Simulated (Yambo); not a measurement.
One stored BSE kernel of dimension 1440 for SnS$_{2}$ (CdI2 type, space group P-3m1, No. 164) (Yambo, PBEsol bands; 6×6×4 mesh, 5 valence and 2 conduction bands, static screening with 40 bands and a 4 Ry block, scissor 0.76 eV, Tamm-Dancoff; broadening 0.15 eV; field along x), solved in several ways.

```csv
solver,iterations,largest change of Im ε (% of its maximum),rough time
"Haydock, threshold 2 %",12,37,within a factor of two
"Haydock, threshold 0.5 %",19,22,within a factor of two
"Haydock, threshold 0.1 %",35,5.6,within a factor of two
"Haydock, threshold 0.005 %",69,0.2,1
"SLEPc, lowest 10 states",–,no full spectrum,within a factor of two
"SLEPc, lowest 60 states",–,no full spectrum,within a factor of two
full diagonalisation,–,reference,about 4×
```

Haydock gives the spectrum without eigenstates, SLEPc the lowest states alone, full diagonalisation everything at a cost that grows as the cube of the dimension. Times include reading the kernel. Times are rough ratios from shared machines. Mesh and scissor weren't tested; the rows compare only with each other.

Spin-orbit coupling is not included.

Geometry of the Materials Project entry, not relaxed at this level; primitive cell a = b = 3.6743 Å, c = 6.2288 Å, α = β = 90.00°, γ = 120.00°.

The distance between layers or molecules is the database entry's, not relaxed here. Functionals without dispersion can leave it too large, which widens gaps and weakens the response across layers: the numbers belong to this cell.
